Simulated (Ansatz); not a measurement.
Input file of a DFT run on AgB2 with Ansatz:

```yaml
crystal:
  lattice:
    - [3.019721731, 0.0, 0.0]
    - [-1.5098608655, 2.6151557315, 0.0]
    - [0.0, 0.0, 3.2612976861]
  atoms:
    - { symbol: Ag, position: [0.0, 0.0, 0.0] }
    - { symbol: B, position: [0.3333333333, 0.6666666667, 0.5] }
    - { symbol: B, position: [0.6666666667, 0.3333333333, 0.5] }
basis:
  ecutwfc: 420
  ecutrho_ratio: 4
kpoints:
  mp_grid: { grid: [10, 10, 8] }
hamiltonian:
  xc: pbe
scf:
  occupations: { method: gaussian, width: 0.05 }
output:
  forces: true
  stress: true
  eigenvalues: true
relax:
  f_tol: 0.01
  max_steps: 60
  cell: { stress_tol: 0.04 }
```

Launched as:
```sh
ansatz run input.yaml --threads 8 --pin off --max-ram 12288MiB --backend cpu --events-out ev --progress --plain --runs-dir out
```

The chain of runs began from a cell as deposited in COD, expanded in volume.

Problem. Predict the main results.

Solution. Final volume 10.74 Å³/atom, energy lowered by 386.8 meV/atom, pressure 0.0 GPa, gap on the mesh zero (metallic) (PBE, scalar-relativistic).

Output, machine lines left out:

```
Pseudopotentials: kind: paw
Pseudopotential: Ag, paw, valence charge 19, recommended cutoff 420 eV (normal), Ag.paw.azcp
Pseudopotential: B, paw, valence charge 3, recommended cutoff 420 eV (normal), B.paw.azcp
Crystal: 3 atoms, lattice volume = 25.755 Å³
Basis set: ecut = 420 eV, 515 PW (Γ), exchange–correlation on 48×48×48 points (8 copies of the dense FFT grid, shifted against one another)
Bands: 17, of which v1, the nominal top of the filled ones, is band 13 counted from 1 (12 counted from 0)
Symmetry: 24 space group operations
Space group: P6/mmm (ITA 191), of the structure as read, at distance tolerance 3.0e-5 Å
k-points: 70 of 800
Initial density: superposition of atomic densities (neutral atoms: chi_scale 0, normalization atom), corrected by the library's trained network
Initial wavefunctions: pseudopotential atomic-orbital guess
Functional: x = pbe(κ = 0.804, μ = 0.21951), c = pbe(β = 0.06672)
```

```
SCF iter   1: F=—  HF=-7899.661260 eV  |F-HF|=—  |Δ(HF+E_count)|=         —  Δρ=2.64e-3  dr2=8.67e-4
SCF iter   2: F=—  HF=-7899.661508 eV  |F-HF|=—  |Δ(HF+E_count)|=   2.48e-4  Δρ=1.48e-3  dr2=3.11e-4
SCF iter   3: F=—  HF=-7899.661486 eV  |F-HF|=—  |Δ(HF+E_count)|=   2.18e-5  Δρ=1.82e-4  dr2=5.35e-6
SCF iter   4: F=—  HF=-7899.661480 eV  |F-HF|=—  |Δ(HF+E_count)|=   5.87e-6  Δρ=5.26e-5  dr2=4.93e-7
SCF iter   5: F=-7899.661480 eV  HF=-7899.661480 eV  |F-HF|=1.70e-8  |Δ(HF+E_count)|=   9.43e-9  Δρ=1.28e-5  dr2=3.01e-8
SCF iter   6: F=-7899.661480 eV  HF=-7899.661480 eV  |F-HF|=2.50e-10  |Δ(HF+E_count)|=  3.14e-10  Δρ=2.01e-6  dr2=5.93e-10
SCF 1 converged in 6 iterations: F = -7899.661480 eV  dr2 = 5.93e-10
relax step   1: F+E_penalty+E_count = -7899.66148006 eV  Δ(F+E_penalty+E_count) = +0.000e0 eV  max|allowed force component| = 5.551e-17 eV/Å  Δτ_max = 0.0000 Å  P = +47.027 GPa  Ω = 25.755 Å³  (6 SCF iters, dr2 threshold 1.00e-7 eV, accepted)
SCF iter   1: F=—  HF=-7900.313006 eV  |F-HF|=—  |Δ(HF+E_count)|=         —  Δρ=2.39e-2  dr2=3.03e-1
SCF iter   2: F=—  HF=-7900.229170 eV  |F-HF|=—  |Δ(HF+E_count)|=   8.38e-2  Δρ=6.29e-3  dr2=1.86e-2
...
SCF 2 converged in 6 iterations: F = -7900.222518 eV  dr2 = 1.02e-8
SCF 3 converged in 6 iterations: F = -7900.511501 eV  dr2 = 1.04e-8
SCF 4 converged in 6 iterations: F = -7900.659347 eV  dr2 = 1.84e-9
SCF 5 converged in 6 iterations: F = -7900.750725 eV  dr2 = 3.63e-9
SCF 6 converged in 6 iterations: F = -7900.760726 eV  dr2 = 2.65e-8
SCF 7 converged in 6 iterations: F = -7900.760714 eV  dr2 = 3.55e-12
SCF 8 converged in 7 iterations: F = -7900.808969 eV  dr2 = 1.72e-13
SCF 9 converged in 6 iterations: F = -7900.819941 eV  dr2 = 1.27e-9
...
SCF iter   4: F=—  HF=-7900.821965 eV  |F-HF|=—  |Δ(HF+E_count)|=   2.98e-8  Δρ=1.55e-6  dr2=1.78e-10
SCF iter   5: F=-7900.821965 eV  HF=-7900.821965 eV  |F-HF|=2.73e-12  |Δ(HF+E_count)|=  6.61e-10  Δρ=1.44e-7  dr2=2.40e-12
SCF iter   6: F=-7900.821965 eV  HF=-7900.821965 eV  |F-HF|=9.09e-13  |Δ(HF+E_count)|=  2.73e-12  Δρ=1.15e-8  dr2=1.06e-14
SCF 12 converged in 6 iterations: F = -7900.821965 eV  dr2 = 1.06e-14
```

```
SCF converged after 6 iterations
Free energy (F): -7900.821965 eV
E sigma→0 (E₀):  -7900.821605 eV
Entropy (-TS):   -0.000720 eV (-0.240 meV/atom)
Fermi energy:    13.141091 eV
--- Forces (eV/Å), atoms counted from 1 ---
  atom   1  Ag     0.00000000     0.00000000     0.00000000
  atom   2  B      0.00000000     0.00000000     0.00000000
  atom   3  B      0.00000000     0.00000000     0.00000000
--- Stress (GPa, compression-positive) ---
       -0.027112       0.000000       0.000000
        0.000000      -0.027112       0.000000
        0.000000       0.000000       0.011082
  P = ⅓ Tr σ = -0.0144 GPa (-0.144 kbar)
--- Relaxed structure (10 steps of the walk, 10 accepted, 2 SCFs on fresh bases) ---
  F+E_penalty+E_count = -7900.82196469 eV   max|allowed force component| = 6.476e-17 eV/Å   (the final SCF, on the basis selected at the relaxed cell)
  cell:  # Å, volume = 32.2134 Å³
    - [3.01693, 0.00000, 0.0]
    - [-1.50847, 2.61274, 0.0]
    - [0.0, 0.0, 4.08672]
  atoms:
    - { symbol: Ag, position: [0.00000, 0.00000, 0.0] }
    - { symbol: B, position: [0.33333, 0.66667, 0.5] }
    - { symbol: B, position: [0.66667, 0.33333, 0.5] }
```

The cell is a metal with an odd number of electrons, and spin polarisation wasn't tried.
